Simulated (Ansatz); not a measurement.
Single point in Ansatz 0.2.0 with r2SCAN, no spin polarisation. Cutoff 500 eV, PAW datasets, 7×7×4 Γ-centred k mesh, fermi-dirac filling (width 0.1 eV).

Computed maps in the lattice plane spanned by b (left to right, 5.07 Å, 15 points from zero) and c (bottom to top, 8.87 Å, 26 points from zero), 90° apart, at height 0.000 along a. The fields are smooth PAW ones with compensation charges, not the true ones near nuclei.

Valence density. Digits on a logarithmic scale: 0 up to 0.03 e/Å³, each further digit a factor of 1.6, 9 from 1.3 e/Å³ up:
```
998642000024689
886531000013568
665420000002456
443210000001234
322100000000122
221000000000012
322100000000122
443200000000234
875310000001357
998531000013589
999632100123699
999742111124799
999643211234699
986543222234568
554433333333445
333334566543333
122335799753322
011247999974211
011247999974211
122236999963222
333334799743333
554433455433445
776543222234567
997643211234679
999753111135799
999753100135799
```

ELF. Ten even steps from '0' (0.00) to '9' (0.97):
```
014563000036541
455652000025655
667631000013676
765420000002456
432100000000123
211000000000011
111000000000011
110000000000001
321000000000012
764100000000146
266211111111266
046212211221264
665223222232256
542244322344224
112453211235421
113542111124531
113321133112331
001211488411210
001112699621110
221111388311112
654210133101245
777631011013677
556752111125765
235663100136653
003564100146530
003563100136530
```

Q: The cell is CoTeW. Which atoms lie within 0.2 Å of this plane, and where (fractions of b and c)?

A: W at (0.00, 0.55), Te at (0.00, 0.01), Co at (0.50, 0.27). The whole cell:
```
W Te Co
1.0
     5.26011    0.00000    0.00000
     0.00000    5.06830    0.00000
     0.00000    0.00000    8.87173
W Te Co
2 2 2
Direct
  0.00000 0.00000 0.54980
  0.50000 0.50000 0.45020
  0.00000 0.00000 0.01270
  0.50000 0.50000 0.98730
  0.00000 0.50000 0.27250
  0.50000 0.00000 0.72750
```

Origin: a known structure type with other elements, at an estimated volume, so it need not be a known compound. Caveats: no spin polarisation, so a magnetic state may lie lower; atoms or cell far from equilibrium.
